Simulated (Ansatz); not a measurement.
Perovskite alloy of SrTiO3 and BaTiO3 (4 of 8 Sr sites exchanged), 40 atoms

Ansatz, PAW, plane waves. PBEsol relaxation of volume and atoms (shape held) at the single k point (¼, ¼, ¼) without its symmetry partners; single points on the relaxed atoms at the single k point (¼, ¼, ¼) without its symmetry partners, onto which points of the small cell's zone fold. Arrangement: unlike neighbours preferred. No spin–orbit coupling unless named.

Relaxed structure:

```
CELL_PARAMETERS angstrom
7.88425 0.00000 0.00000
0.00000 7.88425 0.00000
0.00000 0.00000 7.88425
ATOMIC_POSITIONS crystal
Sr 0.00614 0.00532 0.00622
Sr 0.00613 0.50530 0.50622
Sr 0.50609 0.00532 0.50622
Sr 0.50609 0.50533 0.00621
Ba 0.00293 0.00216 0.50303
Ba 0.00294 0.50217 0.00302
Ba 0.50287 0.00214 0.00303
Ba 0.50288 0.50214 0.50302
Ti 0.25717 0.25636 0.25724
Ti 0.25707 0.25627 0.75715
Ti 0.25706 0.75626 0.25715
Ti 0.25717 0.75636 0.75724
Ti 0.75707 0.25634 0.25722
Ti 0.75715 0.25643 0.75732
Ti 0.75715 0.75644 0.25730
Ti 0.75708 0.75632 0.75721
O 0.24635 0.24558 0.99628
O 0.24769 0.24694 0.49637
O 0.24767 0.74695 0.99637
O 0.24637 0.74559 0.49629
O 0.74765 0.24687 0.99631
O 0.74631 0.24544 0.49620
O 0.74634 0.74545 0.99621
O 0.74763 0.74687 0.49631
O 0.99613 0.24552 0.24646
O 0.99623 0.24688 0.74779
O 0.99623 0.74689 0.24780
O 0.99613 0.74553 0.74646
O 0.49622 0.24689 0.24779
O 0.49611 0.24553 0.74648
O 0.49611 0.74552 0.24644
O 0.49622 0.74686 0.74783
O 0.24643 0.99537 0.24658
O 0.24771 0.99543 0.74784
O 0.24771 0.49543 0.24787
O 0.24641 0.49536 0.74655
O 0.74767 0.99537 0.24773
O 0.74636 0.99529 0.74649
O 0.74638 0.49530 0.24650
O 0.74769 0.49536 0.74773
```

What are the mean bond lengths by pair (pairs within 1.2 times the sum of covalent radii, less contacts 15 % beyond the pair's median; cation–cation pairs of compounds aside; long ionic contacts are cut short by that bound)?

Ba–O 2.788 ± 0.041 Å (standard deviation, 48 bonds); O–Sr 2.789 ± 0.077 Å (standard deviation, 48 bonds); O–Ti 1.974 ± 0.086 Å (standard deviation, 48 bonds).

What gap lies between the top filled and the lowest empty level in the single points?

HSE06 4.45 eV (16 s on NVIDIA H100). Away from Γ this isn't the crystal's band gap.
